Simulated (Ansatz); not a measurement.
## Bands of Mg

```xyz
2
Lattice="3.2093 0.0000 0.0000 -1.6046 2.7793 0.0000 0.0000 0.0000 5.2103" Properties=species:S:1:pos:R:3 pbc="T T T"
Mg    0.0000    1.8529    1.3026
Mg    1.6046    0.9264    3.9077
```

Atoms are numbered in the order listed.

The cell is COD entry 9008506, as deposited and not checked against the literature; nothing was relaxed.

Computed with DFT, PBEsol, all-electron LAPW, scalar-relativistic (Ansatz 0.2.0).

Settings: a Γ-centred 12×12×7 k mesh, Fermi–Dirac smearing of 0.08 eV, basis error target 0.5 meV/atom, no spin polarisation.

Points in fractions of the reciprocal vectors of this cell: Γ (0, 0, 0), M (0.5, 0, 0), K (0.333, 0.333, 0), A (0, 0, 0.5), L (0.5, 0, 0.5), H (0.333, 0.333, 0.5). The path joins them by straight lines in the order Γ–M–K–Γ–A–L–H–A–L; legs that retrace an earlier one aren't tabulated. Energies are in eV from the Fermi level.

Q: Metal or insulator at this level of theory?

A: No gap opens: metallic or semimetallic.

Q: Tabulate bands 7 to 12, counted from the lowest band of the run, along the path.

A: 
```tsv
k (1/Å)	point	band 7	band 8	band 9	band 10	band 11	band 12
0.00	Γ	-42.59	-42.59	-6.84	-1.62	-1.20	10.89
0.16		-42.60	-42.59	-6.74	-1.53	-1.10	8.99
0.32		-42.60	-42.60	-6.44	-1.26	-0.81	6.82
0.48		-42.60	-42.60	-5.94	-0.80	-0.34	4.77
0.65		-42.60	-42.60	-5.25	-0.16	0.27	2.90
0.81		-42.60	-42.60	-4.37	0.56	0.66	1.70
0.97		-42.60	-42.60	-3.31	-0.70	1.66	2.36
1.13	M	-42.60	-42.60	-2.08	-2.08	2.68	3.05
1.22		-42.60	-42.60	-2.05	-2.04	2.71	3.08
1.32		-42.60	-42.60	-1.95	-1.95	2.80	3.17
1.41		-42.60	-42.60	-1.80	-1.79	2.94	2.95
1.50		-42.61	-42.60	-1.58	-1.57	2.13	3.15
1.60		-42.61	-42.61	-1.30	-1.29	1.23	3.42
1.69		-42.61	-42.61	-0.96	-0.94	0.32	3.75
1.78	K	-42.61	-42.61	-0.57	-0.55	-0.55	4.14
1.97		-42.61	-42.61	-2.17	0.38	0.43	2.75
2.16		-42.60	-42.60	-3.57	1.15	1.42	1.66
2.34		-42.60	-42.60	-4.73	0.32	0.71	3.14
2.53		-42.60	-42.60	-5.65	-0.53	-0.07	4.85
2.72		-42.60	-42.60	-6.30	-1.14	-0.69	6.79
2.90		-42.60	-42.59	-6.70	-1.50	-1.07	8.92
3.09	Γ	-42.59	-42.59	-6.84	-1.62	-1.20	10.89
3.17		-42.59	-42.59	-6.81	-2.17	-0.60	10.92
3.26		-42.59	-42.59	-6.72	-2.84	0.21	10.63
3.35		-42.59	-42.59	-6.58	-3.46	1.08	9.54
3.43		-42.60	-42.60	-6.38	-4.04	2.00	8.40
3.52		-42.60	-42.60	-6.13	-4.56	2.97	7.25
3.60		-42.60	-42.60	-5.82	-5.03	3.98	6.12
3.69	A	-42.60	-42.60	-5.45	-5.45	5.03	5.03
3.85		-42.60	-42.60	-5.36	-5.36	5.11	5.11
4.01		-42.60	-42.60	-5.06	-5.06	5.33	5.33
4.18		-42.60	-42.60	-4.57	-4.57	5.41	5.41
4.34		-42.60	-42.60	-3.89	-3.89	3.96	3.96
4.50		-42.60	-42.60	-3.03	-3.03	2.26	2.26
4.66		-42.60	-42.60	-2.00	-2.00	0.72	0.72
4.82	L	-42.60	-42.60	-1.04	-1.04	-0.41	-0.41
4.91		-42.60	-42.60	-1.01	-1.01	-0.38	-0.38
5.01		-42.60	-42.60	-0.92	-0.92	-0.28	-0.28
5.10		-42.60	-42.60	-0.78	-0.78	-0.12	-0.12
5.19		-42.60	-42.60	-0.57	-0.57	0.09	0.09
5.29		-42.60	-42.60	-0.30	-0.30	0.36	0.36
5.38		-42.60	-42.60	0.01	0.01	0.63	0.63
5.47	H	-42.60	-42.60	0.25	0.25	0.71	0.71
5.66		-42.60	-42.60	-0.89	-0.89	1.46	1.46
5.85		-42.60	-42.60	-2.24	-2.24	2.66	2.66
6.03		-42.60	-42.60	-3.38	-3.38	4.12	4.12
6.22		-42.60	-42.60	-4.28	-4.28	5.64	5.64
6.41		-42.60	-42.60	-4.93	-4.93	5.43	5.43
6.59		-42.60	-42.60	-5.32	-5.32	5.14	5.14
6.78	A	-42.60	-42.60	-5.45	-5.45	5.03	5.03
```
